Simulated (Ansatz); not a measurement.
**Is this Cd₂Hg₃Se₅ structure a true minimum?**

It was reached by relaxing an invented guess, and it needn't be the stable form of this composition.

Computed with DFT PBE, scalar-relativistic, plane waves, PAW in Ansatz. Plane waves to 420 eV, a k mesh through Γ of 12×12×12 on the computed 10-atom cell and Gaussian smearing (0.10 eV); no spin polarisation.

The cell below (10 atoms, space group I-4m2 (No. 119)) is relaxed within its symmetry.

```xyz
10
Lattice="-2.2053 2.2053 15.5727 2.2053 -2.2053 15.5727 2.2053 2.2053 -15.5727" Properties=species:S:1:pos:R:3 pbc="T T T"
Cd    0.0000    0.0000    6.2509
Cd    0.0000    0.0000   24.8944
Hg    0.0000    0.0000   18.7166
Hg    0.0000    0.0000   12.4287
Hg    0.0000    0.0000    0.0000
Se    2.2053    0.0000    4.7182
Se    0.0000    2.2053    7.7863
Se    2.2053    0.0000   10.8545
Se    0.0000    2.2053   14.0007
Se    0.0000    2.2053    1.5719
```

For the test it was strained at random (σ = 1.5 % a component), the atoms were moved at random (σ = 0.15 Å), and all was relaxed again on a coarse 6×6×6 mesh (in the run’s order of axes) with 0.20 eV smearing, with no symmetry imposed.

Spin–orbit coupling, which can matter for Hg, is left out.

Problem. Is the structure stable against such a distortion?

Solution. It returns, within 1 meV/atom of the unmoved cell on that mesh and with the same symmetry when read at 0.1 Å (Cm at 0.01 Å, so small strains and shifts remain). So it is stable against the distortions that fit this cell and that this random move excites. Modes that don't fit the cell aren't tested.
